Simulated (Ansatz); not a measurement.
SiMo3:
```yaml
crystal:
  lattice:
    - [4.88305, 0.00000, 0.00000]
    - [0.00000, 4.88305, 0.00000]
    - [0.00000, 0.00000, 4.88305]
  atoms:
    - { symbol: Si, position: [0.50000, 0.50000, 0.50000] }
    - { symbol: Si, position: [0.00000, 0.00000, 0.00000] }
    - { symbol: Mo, position: [0.00000, 0.50000, 0.25000] }
    - { symbol: Mo, position: [0.00000, 0.50000, 0.75000] }
    - { symbol: Mo, position: [0.25000, 0.00000, 0.50000] }
    - { symbol: Mo, position: [0.75000, 0.00000, 0.50000] }
    - { symbol: Mo, position: [0.50000, 0.25000, 0.00000] }
    - { symbol: Mo, position: [0.50000, 0.75000, 0.00000] }
```

Relaxed with r²SCAN. Special points in fractions of this cell's reciprocal vectors: Γ (0.000, 0.000, 0.000); X (0.000, 0.500, 0.000); M (0.500, 0.500, 0.000); R (0.500, 0.500, 0.500).

**Question.** List the band energies nearest the Fermi level at these points for r²SCAN (plane waves, PAW; program Ansatz).

**Answer.** In eV from the Fermi level; about four levels below and three above (degenerate sets whole), none deeper than 8.9 eV; points with the same levels are listed once.

| k | below | above |
|---|---|---|
| Γ | -2.32 -2.32 -2.32 -1.68 -1.68 | 1.35 1.35 1.35 |
| X | -2.61 -2.61 -1.84 -1.84 | 0.21 0.21 1.00 1.00 |
| M | -0.88 -0.75 -0.50 -0.19 | 0.21 0.92 1.14 1.14 |
| R | -1.33 -1.33 -1.33 -1.33 -1.33 -1.33 | 1.32 1.32 1.32 1.32 1.32 1.32 |

Space group Pm-3n (A15 (Cr3Si type)). The cell was relaxed with r²SCAN under the symmetry of its start. No spin polarisation was allowed. Spin–orbit coupling is left out wherever it is not named.

Potentials: the later of the program's two PAW sets.
